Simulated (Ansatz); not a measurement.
A relaxed cell of InSb₃ is given with its symmetry left out. It was relaxed at this level from a Materials Project cell.

The calculation used DFT PBE, scalar-relativistic, plane waves, PAW (Ansatz 0.2.0). Cutoff 420 eV, Γ-centred mesh, Gaussian smearing, no spin polarisation.

```xyz
4
Lattice="0.0000 3.7901 3.7901 3.7901 0.0000 3.7901 3.7901 3.7901 0.0000" Properties=species:S:1:pos:R:3 pbc="T T T"
In    0.0000    0.0000    0.0000
Sb    1.8951    1.8951    1.8951
Sb    5.6852    5.6852    5.6852
Sb    3.7901    3.7901    3.7901
```

Energies over the elements count from the elements' standard structures at the same level, with no fitted energy shifts.

Question: Find its symmetry and describe it.

Answer: Fm-3m (No. 225), the BiF3 (D0_3) type. Conventional cell: a = 7.580 Å. In is surrounded by 8 Sb at 3.28 Å and 6 Sb at 3.79 Å; Sb on a site of symmetry -43m is surrounded by 4 In at 3.28 Å, 4 Sb at 3.28 Å and 6 Sb at 3.79 Å; Sb on a site of symmetry m-3m has 8 Sb at 3.28 Å and 6 In at 3.79 Å.

Question: What is its formation energy per atom?

Answer: +0.17 eV/atom. A positive value: parting into the elements would lower its energy.

Question: Is it a metal?

Answer: Yes, bands cross the Fermi level on the 10×10×10 mesh.

The last run used a 10×10×10 mesh for its 4-atom cell and Gaussian smearing of 0.10 eV. Spin–orbit coupling, which can matter for Sb, is left out. Symmetry constrained the relaxation, so the result can be a saddle point.
